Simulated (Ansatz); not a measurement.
The start is a generated cell, CdS placed in the 6H structure type. A full variable-cell relaxation at zero pressure is run with PBEsol (plane waves to 420 eV, PAW, scalar-relativistic; Ansatz, a quantum-chemistry and plane-wave program). The first steps use a coarse 5×5×1 k-mesh.

Initial structure:
```
CELL_PARAMETERS angstrom
      4.13965     0.00000     0.00000
     -2.06982     3.58504     0.00000
      0.00000     0.00000    20.31307
ATOMIC_POSITIONS crystal
  Cd 0.00000 0.00000 0.00000
  Cd 0.00000 0.00000 0.50000
  Cd 0.66667 0.33333 0.83325
  Cd 0.33333 0.66667 0.33325
  Cd 0.66667 0.33333 0.16650
  Cd 0.33333 0.66667 0.66650
  S  0.00000 0.00000 0.87460
  S  0.00000 0.00000 0.37460
  S  0.66667 0.33333 0.70785
  S  0.33333 0.66667 0.20785
  S  0.66667 0.33333 0.04150
  S  0.33333 0.66667 0.54150
```

* **Outcome**: The space group stays P6₃mc (No. 186) (the run could not lower it); the end is AFLOW prototype AB_hP12_186_a2b_a2b (B6, as in SiC), with 12 atoms in the primitive cell
* **Energy released**: 1 meV/atom
* **Shortest distances (start → end)**: The closest pairs of elements (up to four, under 3.6 Å), start → end: Cd–S 2.53 → 2.52 Å
* **Optimiser moves**: 3

Final values are on a 8×8×2 k-mesh of the relaxed cell. No spin polarisation in the result.

The run could not lose the symmetry of its start; a randomly shaken copy of 12 atoms returns to this structure.

The first start was generated by placing the elements on the sites of a structure type. A measured structure of CdS has the same space group, P6₃mc (No. 186); the sites were not compared with it.
